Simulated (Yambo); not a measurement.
Yambo run on a free-standing P monolayer (symmetry Pmna, slab cell 15.1 Å high). The wavefunctions come from this Quantum ESPRESSO step (PBEsol, PseudoDojo standard norm-conserving files, scalar-relativistic):

```
&CONTROL
  calculation = 'nscf'
  pseudo_dir = './pseudo'
  outdir = './out'
/
&SYSTEM
  ibrav = 0
  nat = 4
  ntyp = 1
  ecutwfc = 44.0
  ecutrho = 176.0
  occupations = 'fixed'
  force_symmorphic = .true.
  nbnd = 203
  assume_isolated = '2D'
/
&ELECTRONS
  conv_thr = 4e-09
  diago_full_acc = .true.
  diago_thr_init = 1e-08
/
ATOMIC_SPECIES
P 30.9738 P.upf
CELL_PARAMETERS angstrom
  4.412883264000   0.000000000000   0.000000000000
  0.000000000000   3.296845139000   0.000000000000
  0.000000000000   0.000000000000  15.100000000000
ATOMIC_POSITIONS crystal
P   0.989547688500   0.000000000000  -0.069948682300
P   0.326152311500   0.500000000000  -0.069948682300
P   0.826152311500   0.000000000000   0.069948682300
P   0.489547688500   0.500000000000   0.069948682300
K_POINTS automatic
4 6 1 0 0 0
```

Yambo input:

```
rim_cut
gw0
dyson
el_el_corr
HF_and_locXC
ppa
em1d
rim_w
RandQpts= 1000000
RandGvec= 2 Ry
CUTGeo= "slab z"
EXXRLvcs= 44 Ry
VXCRLvcs= 176 Ry
Chimod= "HARTREE"
% BndsRnXp
 1 | 202 |
%
NGsBlkXp= 8 Ry
% LongDrXp
 1.0 | 1.0 | 0.0 |
%
RandGvecW= 539 mRy
PPAPntXp= 27.2114 eV
% GbndRnge
 1 | 202 |
%
GTermKind= "BG"
DysSolver= "n"
ExtendOut
% QPkrange
 1 | 1 | 10 | 11 |
 4 | 4 | 10 | 11 |
 9 | 9 | 10 | 11 |
 12 | 12 | 10 | 11 |
%
```

k points by index: 1 = Γ, 4 = (0, -0.5), 9 = (-0.5, 0), 12 = (-0.5, -0.5).

Resulting energies as the program prints them:

```
#    K-point    Band    Eo [eV]    E [eV]    E-Eo [eV]    Vxc [eV]    Vnlxc [eV]    Sc|Eo [eV]    Sc|E [eV]    dSc/dw|Eo [eV]    Re(Z)    Im(Z)
#
    1    10    0.000000    -0.696578    -0.696578    -11.61442    -13.20701    0.597859    0.896012    -11.63680    0.700405    -0.005891
    1    11    0.724672    1.021518    0.296846    -9.865638    -6.289631    -3.156423    -3.279162    -11.22494    0.707903    -0.006339
    4    10    -2.071272    -2.756685    -0.685413    -11.13935    -13.45520    1.323034    1.630438    -12.18212    0.690639    -0.009064
    4    11    1.223759    1.590976    0.367217    -10.61560    -6.522542    -3.572420    -3.725837    -11.34560    0.705689    -0.006270
    9    10    -1.055293    -1.687677    -0.632384    -11.84184    -13.53000    0.783191    1.055774    -11.71854    0.698941    -0.005499
    9    11    2.021631    2.395444    0.373812    -11.48411    -7.214787    -3.735436    -3.895514    -11.63119    0.700506    -0.005921
    12    10    -1.324033    -2.089823    -0.765790    -11.21902    -13.58909    1.263760    1.604280    -12.08880    0.692348    -0.005904
    12    11    2.373116    2.757119    0.384003    -10.41138    -6.094601    -3.771863    -3.932780    -11.38023    0.705057    -0.006199
```
(The two width columns are left out.) Convergence of these settings isn't established.

Geometry relaxed with PBEsol.
